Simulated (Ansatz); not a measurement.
A geometry of CdAu away from equilibrium: step 8 of the relaxation of a generated trial cell of CdAu in the AFLOW prototype AB_hP8_186_ab_ab (B5, as in SiC). These are PBEsol (plane waves to 420 eV, PAW, scalar-relativistic; Ansatz, a program for electronic structure) values and carry that method's errors. Γ-centred k-mesh 10×10×3 on the run's cell (coarser than for final values), Fermi–Dirac smearing 0.05 eV.

```xyz
8
Lattice="4.2820 0.0000 0.0000 -2.1410 3.7083 0.0000 0.0000 0.0000 14.1576" Properties=species:S:1:pos:R:3:forces:R:3 pbc="T T T" free_energy=-84761.415 pressure_GPa=2.2
Cd     0.0000     0.0000    -0.0104    0.0000    0.0000    0.0015
Cd     0.0000     0.0000     7.0684    0.0000    0.0000    0.0015
Cd     2.1410     1.2361    10.6058    0.0000    0.0000    0.0001
Cd     0.0000     2.4722     3.5270    0.0000    0.0000    0.0001
Au     0.0000     0.0000    11.5227    0.0000    0.0000    0.0004
Au     0.0000     0.0000     4.4439    0.0000    0.0000    0.0004
Au     2.1410     1.2361     7.9756    0.0000    0.0000   -0.0020
Au     0.0000     2.4722     0.8968    0.0000    0.0000   -0.0020
```

Positions in Å, forces in eV/Å, free energy of the cell in eV (comparable only within this code, potentials and settings). Largest force: all forces are below 0.005 eV/Å; the geometry lies 0.41 eV/atom above the end of its relaxation.

No spin polarisation in the result.

The run could not lower the symmetry of its start; a shaken copy of this end point relaxes with PBEsol to P3m1 (No. 156), 0.12 eV/atom lower.

The end of the path is a generated cell of CdAu: the first start was made by placing the elements on the sites of a structure type, and the end was not matched to a known phase here, so it may be hypothetical.
